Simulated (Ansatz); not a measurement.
Input file for Ansatz (a program for electronic structure):

Ansatz 0.2 input:
```yaml
crystal:
  lattice:
    - [0.0, 2.1451408219, 2.1451408219]
    - [2.1451408219, 0.0, 2.1451408219]
    - [2.1451408219, 2.1451408219, 0.0]
  atoms:
    - { symbol: F, position: [0.25, 0.25, 0.25] }
    - { symbol: Li, position: [0.0, 0.0, 0.0] }
kpoints:
  mp_grid: { grid: [10, 10, 10] }
hamiltonian:
  xc: r2scan
  pseudopotentials: { kind: paw }
scf:
  occupations: { method: fixed }
output:
  optics: { e_range: [0.0, 15.0], de: 0.05, sigma: 0.1, bands: { spectra_wanted_up_to: 12 eV } }
```

Output (shortened):

```
output.optics: the spectra are integrated over the Brillouin zone by k·p interpolation around the k-points, where levels, occupations, output.optics.sigma and …
Pseudopotentials: kind: paw
Pseudopotential: F, paw, valence charge 7
Pseudopotential: Li, paw, valence charge 3
Functional definition: r2SCAN
Crystal: 2 atoms, lattice volume = 19.742 Å³
Basis set: ecut = 500 eV, 531 PW (Γ), exchange–correlation on 96×96×96 points (64 copies of the dense FFT grid, shifted against one another)
Bands: 9, of which v1, the nominal top of the filled ones, is band 5 counted from 1 (4 counted from 0)
Symmetry: 24 space group operations
Space group: F-43m (ITA 216), of the structure as read, at distance tolerance 2.7e-5 Å
k-points: 47 of 1000 (time reversal used)
PAW frozen core: F, regenerated for the run's functional
Initial wavefunctions: pseudopotential atomic-orbital guess
Eigensolver: davidson
Functional: x = r2scan, c = r2scan; τ floored in thin density (d = 2e-4 eV/Å³)
SCF iter   1: F=—  HF=-1018.199086 eV  |F-HF|=—  |Δ(HF+E_count)|=         —  Δρ=6.72e-3  dr2=7.77e-3  dr2_τ=3.36e-2  ethr=1.77e-3  ⟨swp⟩=4.0  Hψ=2520  notcnv=0  defer=73
all-band conjugate gradients solve this SCF's bands
preconditioner: auto → none
SCF iter   2: F=—  HF=-1018.244247 eV  |F-HF|=—  |Δ(HF+E_count)|=   4.52e-2  Δρ=4.35e-3  dr2=9.70e-4  dr2_τ=3.16e-4  ethr=7.77e-5  ⟨swp⟩=3.0  Hψ=1252  notcnv=0  defer=90
SCF iter   3: F=—  HF=-1018.244179 eV  |F-HF|=—  |Δ(HF+E_count)|=   6.80e-5  Δρ=1.45e-3  dr2=1.66e-4  dr2_τ=3.25e-5  ethr=9.70e-6  ⟨swp⟩=2.0  Hψ=664  notcnv=0  defer=90
SCF iter   4: F=—  HF=-1018.244177 eV  |F-HF|=—  |Δ(HF+E_count)|=   1.90e-6  Δρ=3.31e-4  dr2=9.94e-6  dr2_τ=1.79e-6  ethr=1.66e-6  ⟨swp⟩=2.0  Hψ=521  notcnv=0  defer=90
SCF iter   5: F=—  HF=-1018.244178 eV  |F-HF|=—  |Δ(HF+E_count)|=   1.28e-6  Δρ=3.94e-5  dr2=1.35e-7  dr2_τ=3.29e-8  ethr=9.94e-8  ⟨swp⟩=1.0  Hψ=423  notcnv=0
SCF iter   6: F=—  HF=-1018.244180 eV  |F-HF|=—  |Δ(HF+E_count)|=   1.22e-6  Δρ=3.36e-6  dr2=1.52e-9  dr2_τ=1.88e-10  ethr=1.35e-9  ⟨swp⟩=2.2  Hψ=654  notcnv=0
SCF iter   7: F=—  HF=-1018.244180 eV  |F-HF|=—  |Δ(HF+E_count)|=   1.28e-9  Δρ=5.88e-7  dr2=2.79e-11  dr2_τ=1.29e-11  ethr=1.52e-11  ⟨swp⟩=2.0  Hψ=612  notcnv=0
SCF iter   8: F=-1018.244180 eV  HF=-1018.244180 eV  |F-HF|=1.02e-12  |Δ(HF+E_count)|=  3.03e-10  Δρ=4.89e-8  dr2=1.38e-13  dr2_τ=5.69e-14  ethr=1.00e-12  ⟨swp⟩=3.1  Hψ=1498  notcnv=0
SCF 1 converged in 8 iterations: F = -1018.244180 eV  dr2 = 1.38e-13
NSCF: frozen V_eff on 47 k-points
Optics k sum: 0 of 47 k-points
Optics k sum: 3 of 47 k-points
Optics k sum: 5 of 47 k-points
Optics k sum: 8 of 47 k-points
Optics k sum: 10 of 47 k-points
Optics k sum: 12 of 47 k-points
Optics k sum: 15 of 47 k-points
Optics k sum: 17 of 47 k-points
Optics k sum: 19 of 47 k-points
Optics k sum: 22 of 47 k-points
Optics k sum: 24 of 47 k-points
Optics k sum: 26 of 47 k-points
Optics k sum: 29 of 47 k-points
Optics k sum: 31 of 47 k-points
Optics k sum: 33 of 47 k-points
Optics k sum: 36 of 47 k-points
Optics k sum: 38 of 47 k-points
Optics k sum: 40 of 47 k-points
Optics k sum: 43 of 47 k-points
Optics k sum: 45 of 47 k-points
Optics k sum: 47 of 47 k-points
Optics k sum: 0 of 47 k-points
Optics k sum: 3 of 47 k-points
Optics k sum: 5 of 47 k-points
Optics k sum: 8 of 47 k-points
Optics k sum: 10 of 47 k-points
Optics k sum: 12 of 47 k-points
Optics k sum: 15 of 47 k-points
Optics k sum: 17 of 47 k-points
Optics k sum: 19 of 47 k-points
Optics k sum: 22 of 47 k-points
Optics k sum: 24 of 47 k-points
Optics k sum: 26 of 47 k-points
Optics k sum: 29 of 47 k-points
Optics k sum: 31 of 47 k-points
Optics k sum: 33 of 47 k-points
Optics k sum: 36 of 47 k-points
Optics k sum: 38 of 47 k-points
Optics k sum: 40 of 47 k-points
Optics k sum: 43 of 47 k-points
Optics k sum: 45 of 47 k-points
Optics k sum: 47 of 47 k-points
NSCF: frozen V_eff on 1 k-points
NSCF: frozen V_eff on 1 k-points
output.optics: what the bands over the 10 summed would add to eps1, eps2 and the energy-loss function is held between a lower and an upper bound (8 Lanczos …
SCF converged after 8 iterations
Free energy (F): -1018.244180 eV
Harris-Foulkes:  -1018.244180 eV  (|F-HF|=1.02e-12)
Internal energy: -1018.244180 eV  (E = F + TS)
E sigma→0 (E₀):  -1018.244180 eV
Fermi energy:    -1.503751 eV
--- Per-component energies (eV) ---
  E_band       = -142.990291
  E_kinetic    = 232.192819
  E_local      = -736.870831  (includes V_loc(G=0)·N_el)
  E_nonlocal   = 39.794687
  E_hartree    = 265.408276
  E_xc         = -90.834739
  E_vxc        = -133.102421  (∫ρ·V_xc dr)
  E_paw        = -225.118706  (= ΣΔE_a)
  E_vpaw       = -85.653532  (= ΣTr[D̂ρ^β])
  E_aug_tail   = 0.001049  (compensation charges beyond the density's cutoff)
  E_vtau       = 9.831384  (kinetic-family band-sum trace: ∫τ·v_τ [+ j·A + Jᵃ·Aᵃ] dr)
  E_ewald      = -502.785344
  E_core_change = -0.031392  (= ΣΔE_core)
  E_smearing   =  0.000000  (= −TS)
  E_closure    = 0.000000  (closes the sum)
  Σ components = -1018.244180   (vs F -1018.244180, Δ=0.00e0)
  [band-id]    e_kinetic+e_local+e_nonlocal+2·e_hartree+e_vxc+e_vpaw+e_augmentation_tail+e_vtau = -142.990293   (vs E_band -142.990291, Δ=-2.25e-6)
--- Band table (eV; the first three rows and the last of 47) ---
  k-point 0: bands = ["-42.7845", "-21.9726", "-1.5038", "-1.5038", "-1.5038", "7.1548", "19.4246", "19.4246", "19.4246"]
  k-point 1: bands = ["-42.7808", "-21.9567", "-1.7223", "-1.5293", "-1.5293", "7.4466", "19.1480", "19.4796", "19.4796"]
  k-point 2: bands = ["-42.7710", "-21.9143", "-2.2579", "-1.5950", "-1.5950", "8.2441", "18.1832", "19.5099", "19.5099"]
  k-point 46: bands = ["-42.7329", "-21.7431", "-2.9474", "-2.4421", "-2.2782", "11.2061", "15.1829", "16.7940", "20.0314"]
  band table: 9 of 9 bands, residual norms ≤ 1.0e-3 eV
```

Cost: about 17 core-seconds (a rough figure) on shared cores.

The start of the workflow was typed in or built on a structure type; neither database checked (COD, Materials Project) lists it. It is not the phase usual at ambient conditions (space group No. 225). The r²SCAN relaxation kept the symmetry of its start; its stability against distortions is not shown here.

Potentials: the later of the program's two PAW sets.

Ansatz is a plane-wave DFT program.
